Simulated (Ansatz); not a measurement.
The start is a generated cell, Rb placed in the bcc structure type. A full variable-cell relaxation at zero pressure is run with r2SCAN (plane waves to 500 eV, PAW, scalar-relativistic; Ansatz, a program for electronic structure). The first steps use a coarse 8×8×8 k-mesh.

Initial structure:
```
Rb
1.0
   -2.79500     2.79500     2.79500
    2.79500    -2.79500     2.79500
    2.79500     2.79500    -2.79500
Rb
1
Direct
  0.00000   0.00000   0.00000
```

Question: How much energy is released per atom?

Answer: 0.01 eV/atom.

Question: How does the volume per atom move from start to end?

Answer: +8.7 %, from 87.34 to 94.98 Å³/atom.

Question: Is the relaxed structure metallic? Give its gap.

Answer: Zero (metallic).

Question: What does it relax into? Give the structure.

Answer: 
Space group Im-3m (No. 229); a = b = c = 5.7485 Å, α = β = γ = 90.00°

| atom | site | symmetry | x | y | z |
|---|---|---|---|---|---|
| Rb | 2a | m-3m | 0.0000 | 0.0000 | 0.0000 |
(The calculation used a cell of 1 atom; values per cell refer to that cell.)

The space group stays Im-3m (No. 229) (the run could not lower it); the end is bcc (W type), with 1 atom in the primitive cell. Final values are on a 12×12×12 k-mesh of the relaxed cell. No spin polarisation in the result.

The run could not lose the symmetry of its start.
